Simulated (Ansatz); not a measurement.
Polymorphs of AlN, each relaxed with the program Ansatz at the r²SCAN level (PAW):

A: Pm-3n
a = 5.328 Å, b = 5.328 Å, c = 5.328 Å, α = 90.00°, β = 90.00°, γ = 90.00°

```csv
atom,site,symmetry,x,y,z
Al,6d,-4m.2,0.0000,0.2500,0.5000
N,6c,-4m.2,0.0000,0.5000,0.2500
```

B: rock salt (Fm-3m)
a = 4.037 Å, b = 4.037 Å, c = 4.037 Å, α = 90.00°, β = 90.00°, γ = 90.00°

| atom | site | symmetry | x | y | z |
|---|---|---|---|---|---|
| Al | 4a | m-3m | 0.0000 | 0.0000 | 0.0000 |
| N | 4b | m-3m | 0.5000 | 0.5000 | 0.5000 |

C: wurtzite (P6_3mc)
a = b = 3.107 Å, c = 4.978 Å, α = β = 90.00°, γ = 120.00°

| atom | site | symmetry | x | y | z |
|---|---|---|---|---|---|
| Al | 2b | 3m. | 0.6667 | 0.3333 | 0.4992 |
| N | 2b | 3m. | 0.3333 | 0.6667 | 0.3808 |

**Question.** Put the candidates in order of energy per atom at 0 K, lowest first, for r²SCAN.

**Answer.** C (+0 meV/atom), A (+134 meV/atom), B (+165 meV/atom)

**Question.** Give each one's gap.

**Answer.** A 3.01 eV; B 5.52 eV; C 4.87 eV.

Typed or built starts, not in the databases checked: A. Not the usual ambient phase: A; B. All cells were relaxed under the symmetry of their starts (and spin orders); stability against distortions was not tested throughout.

Energies hold the estimated change up to a 700 eV cutoff; steps of a few meV lie near the error of the meshes.

Potentials: the earlier of the program's two PAW sets.
